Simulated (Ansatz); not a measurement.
K2Te2Pt:
```cif
data_K2PtTe2
_chemical_formula_sum 'K2 Te2 Pt1'
_space_group_name_H-M_alt 'P 1'
_space_group_IT_number 1
_cell_length_a 6.80797
_cell_length_b 6.80797
_cell_length_c 6.80797
_cell_angle_alpha 145.940
_cell_angle_beta 108.590
_cell_angle_gamma 81.533
loop_
_space_group_symop_operation_xyz
  'x, y, z'
loop_
_atom_site_label
_atom_site_type_symbol
_atom_site_fract_x
_atom_site_fract_y
_atom_site_fract_z
_atom_site_occupancy
K1 K 0.29435 0.79435 0.50000 1
K2 K 0.70565 0.20565 0.50000 1
Te1 Te 0.77909 0.50000 0.27909 1
Te2 Te 0.22091 0.50000 0.72091 1
Pt1 Pt 0.00000 0.00000 0.00000 1
```

Relaxed with r²SCAN.

Problem. Which orbitals make up the states near the band edges in r²SCAN (plane waves, PAW; program Ansatz)?

Solution. Top 1 eV of the valence band: Te 5p 67 %, Pt 5d 28 %. Bottom 1 eV of the conduction band: Te 5p 51 %, Pt 5d 30 %, Te 5s 7 %, outside the projected shells 7 %. Projections are on Löwdin-orthogonalised atomic valence shells; empty p or d shells of many metals are not among them.

Problem. Tabulate the density of states.

Solution. States/eV per cell of 5 atoms, in 0.25 eV bins, energy from the valence-band maximum.

| E (eV) | total | Te 5p | Pt 5d | K 4s |
|---|---|---|---|---|
| -7.85 | 0.00 | 0.00 | 0.00 | 0.00 |
| -7.60 | 0.00 | 0.00 | 0.00 | 0.00 |
| -7.35 | 0.00 | 0.00 | 0.00 | 0.00 |
| -7.10 | 0.00 | 0.00 | 0.00 | 0.00 |
| -6.85 | 0.00 | 0.00 | 0.00 | 0.00 |
| -6.60 | 0.00 | 0.00 | 0.00 | 0.00 |
| -6.35 | 0.00 | 0.00 | 0.00 | 0.00 |
| -6.10 | 0.00 | 0.00 | 0.00 | 0.00 |
| -5.85 | 0.00 | 0.00 | 0.00 | 0.00 |
| -5.60 | 0.00 | 0.00 | 0.00 | 0.00 |
| -5.35 | 0.96 | 0.55 | 0.12 | 0.01 |
| -5.10 | 1.16 | 0.64 | 0.20 | 0.02 |
| -4.85 | 1.98 | 1.05 | 0.51 | 0.05 |
| -4.60 | 2.66 | 1.40 | 0.72 | 0.05 |
| -4.35 | 4.08 | 1.47 | 2.39 | 0.04 |
| -4.10 | 2.66 | 1.20 | 1.24 | 0.03 |
| -3.85 | 2.09 | 1.10 | 0.81 | 0.04 |
| -3.60 | 2.86 | 1.43 | 1.21 | 0.04 |
| -3.35 | 3.89 | 1.79 | 1.88 | 0.07 |
| -3.10 | 6.98 | 3.45 | 2.99 | 0.24 |
| -2.85 | 2.95 | 1.34 | 1.40 | 0.09 |
| -2.60 | 4.89 | 2.50 | 2.10 | 0.11 |
| -2.35 | 3.16 | 0.89 | 2.05 | 0.04 |
| -2.10 | 3.38 | 0.69 | 2.56 | 0.02 |
| -1.85 | 8.43 | 1.23 | 6.15 | 0.27 |
| -1.60 | 4.64 | 1.21 | 2.88 | 0.10 |
| -1.35 | 3.44 | 1.92 | 1.25 | 0.10 |
| -1.10 | 4.44 | 3.19 | 0.97 | 0.11 |
| -0.85 | 4.14 | 2.90 | 1.03 | 0.08 |
| -0.60 | 4.44 | 3.16 | 1.06 | 0.07 |
| -0.35 | 4.75 | 2.94 | 1.53 | 0.15 |
| -0.10 | 2.03 | 1.18 | 0.75 | 0.04 |
| 0.15 | 0.00 | 0.00 | 0.00 | 0.00 |
| 0.40 | 0.00 | 0.00 | 0.00 | 0.00 |
| 0.65 | 0.00 | 0.00 | 0.00 | 0.00 |
| 0.90 | 0.00 | 0.00 | 0.00 | 0.00 |
| 1.15 | 0.65 | 0.28 | 0.21 | 0.05 |
| 1.40 | 1.06 | 0.51 | 0.32 | 0.06 |
| 1.65 | 1.48 | 0.76 | 0.44 | 0.06 |
| 1.90 | 1.56 | 0.88 | 0.44 | 0.04 |
| 2.15 | 1.19 | 0.69 | 0.31 | 0.03 |
| 2.40 | 1.61 | 0.75 | 0.29 | 0.16 |
| 2.65 | 2.69 | 0.69 | 0.24 | 0.41 |
| 2.90 | 2.35 | 0.30 | 0.07 | 0.62 |
| 3.15 | 2.24 | 0.29 | 0.05 | 0.62 |
| 3.40 | 2.59 | 0.39 | 0.06 | 0.67 |
| 3.65 | 2.78 | 0.39 | 0.06 | 0.78 |
| 3.90 | 2.28 | 0.30 | 0.05 | 0.57 |
| 4.15 | 2.26 | 0.27 | 0.04 | 0.58 |
| 4.40 | 2.78 | 0.25 | 0.03 | 0.75 |
| 4.65 | 3.87 | 0.28 | 0.04 | 0.71 |
| 4.90 | 2.93 | 0.19 | 0.03 | 0.40 |
| 5.15 | 2.95 | 0.16 | 0.03 | 0.51 |
| 5.40 | 3.30 | 0.14 | 0.03 | 0.60 |
| 5.65 | 4.71 | 0.20 | 0.04 | 0.67 |
| 5.90 | 4.35 | 0.15 | 0.03 | 0.53 |

Space group Immm. The workflow started from a Materials Project entry (that database holds measured and hypothetical structures alike); the Crystallography Open Database copy checked does not list it. Whether it is the stable phase at ambient conditions was not checked. The r²SCAN relaxation kept the symmetry of its start; whether a distortion lowers the energy is not shown. The run is not spin-polarised. Scalar-relativistic: spin–orbit coupling is off unless named, which matters more the heavier the elements.

Potentials: the later of the program's two PAW sets.
